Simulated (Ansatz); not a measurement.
## SiMo3 under strain — coordination and Mo-95 quadrupole coupling

Cell: an entry of the Crystallography Open Database (COD), relaxed with PBE at fixed cell and then changed (z stretched by 1 %, ions relaxed).

```yaml
crystal:
  lattice:
    - [4.89300, 0.00000, 0.00000]
    - [0.00000, 4.89300, 0.00000]
    - [0.00000, 0.00000, 4.94193]
  atoms:
    - { symbol: Si, position: [0.00000, 0.00000, 0.00000] }
    - { symbol: Si, position: [0.50000, 0.50000, 0.50000] }
    - { symbol: Mo, position: [0.25000, 0.00000, 0.50000] }
    - { symbol: Mo, position: [0.50000, 0.75000, 0.00000] }
    - { symbol: Mo, position: [0.75000, 0.00000, 0.50000] }
    - { symbol: Mo, position: [0.50000, 0.25000, 0.00000] }
    - { symbol: Mo, position: [0.00000, 0.50000, 0.75000] }
    - { symbol: Mo, position: [0.00000, 0.50000, 0.25000] }
```

Atom numbers follow the list; atoms alike are taken as one site, whose name carries the number of the first.

Method: Kohn–Sham DFT in Ansatz, PBE, plane waves and PAW, scalar-relativistic, 420 eV cutoff, Γ-centred 10×10×10 k-points, Fermi–Dirac smearing 0.05 eV.

Q(Mo-95) = -22.00 mb.

Problem. Rank these Mo sites by |C_Q|, smallest first.
A. Mo7: 10 Mo at 2.47–3.00 Å, 4 Si at 2.74 Å
B. Mo3: 10 Mo at 2.45–3.02 Å, 4 Si at 2.74–2.76 Å

Solution. A (1.71 MHz, η = 0.00), B (1.96 MHz, η = 0.23).

An axis of threefold or higher order runs through Mo7, so V_zz lies along it and η is zero.

With no gap above 0.1 eV, as in a metal, the gradients converge slowly in k; expect changes of a tenth or more on a denser mesh. Without spin–orbit coupling (the program notes it for Mo) the gradients can shift somewhat, as the gap is small.
